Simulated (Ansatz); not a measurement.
What DFT gives for CoAu$_{4}$

```
Co Au
1.0
     6.06343    0.00000    0.00000
     0.00000    7.01626    0.00000
     0.00000    0.00000    3.97170
Co Au
2 8
Direct
  0.00000 0.00000 0.00000
  0.50000 0.50000 0.50000
  0.24870 0.31230 0.00000
  0.75130 0.68770 0.00000
  0.74870 0.18770 0.50000
  0.25130 0.81230 0.50000
  0.34110 0.12630 0.50000
  0.65890 0.87370 0.50000
  0.84110 0.37370 0.00000
  0.15890 0.62630 0.00000
```

Level: PBE, no spin polarisation; 420 eV; 6×5×9 Γ-centred mesh; fermi-dirac occupations (width 0.1 eV); Ansatz 0.2.0, fixed geometry.

(1) What is the formation energy?

(2) Is there a gap?

(3) What does the stress say?

(4) Describe some of the short contacts.

Origin: a known structure type with other elements, at an estimated volume, so it need not be a known compound. Caveats: no spin polarisation, so a magnetic state may lie lower; atoms or cell far from equilibrium.

## Answers

(1) 1.44 eV an atom against the elements' usual phases (free molecules for gases, crystals otherwise, with no correction for O₂ or N₂), so at this geometry it isn't bound against them. Relaxing would lower it.

(2) It is a metal, with about 14 states/eV a cell as the mean within 0.25 eV of the Fermi level, mostly Co d (76 %) and Au d (14 %).

(3) The pressure is 48.7 GPa (compression positive), so with the atoms held at these fractions the cell would first expand; the forces are large, so a full relaxation may end otherwise. The principal stresses 30.7, 36.0, 79.4 GPa differ, so its shape would change too.

(4) Au–Au at 2.27 Å: least valence density 0.95 e/Å³ and ELF 0.28 there. Co–Au at 2.66 Å: least valence density 0.32 e/Å³ and ELF 0.22 there. Both are smooth PAW fields, read partly inside the augmentation spheres.
